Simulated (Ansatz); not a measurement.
Relax this structure to zero stress and force, keeping its symmetry:

```
CELL_PARAMETERS angstrom
-1.83108 1.83108 3.92336
1.83108 -1.83108 3.92336
1.83108 1.83108 -3.92336
ATOMIC_POSITIONS crystal
Zn 0.75000 0.25000 0.50000
Zn 0.25000 0.75000 0.50000
Zn 0.50000 0.50000 0.00000
Ni 0.00000 0.00000 0.00000
```

These are results of DFT LDA, scalar-relativistic, plane waves, PAW (Ansatz 0.2.0), not measurements.

Plane waves to 420 eV, a k mesh through Γ of 16×16×16 on the computed 4-atom cell and Gaussian smearing (0.10 eV); no spin polarisation.

Problem. What does it relax to?

Solution. The volume goes down by 1.20 Å³/atom to 11.95 Å³/atom, and the energy falls by 47.5 meV/atom. Final structure:
Space group I4/mmm (No. 139). a = 3.552 Å, b = 3.552 Å, c = 7.580 Å, α = 90.00°, β = 90.00°, γ = 90.00°
| atom | site | symmetry | x | y | z |
| --- | --- | --- | --- | --- | --- |
| Zn | 4d | -4m2 | 0.0000 | 0.5000 | 0.2500 |
| Zn | 2b | 4/mmm | 0.5000 | 0.5000 | 0.0000 |
| Ni | 2a | 4/mmm | 0.0000 | 0.0000 | 0.0000 |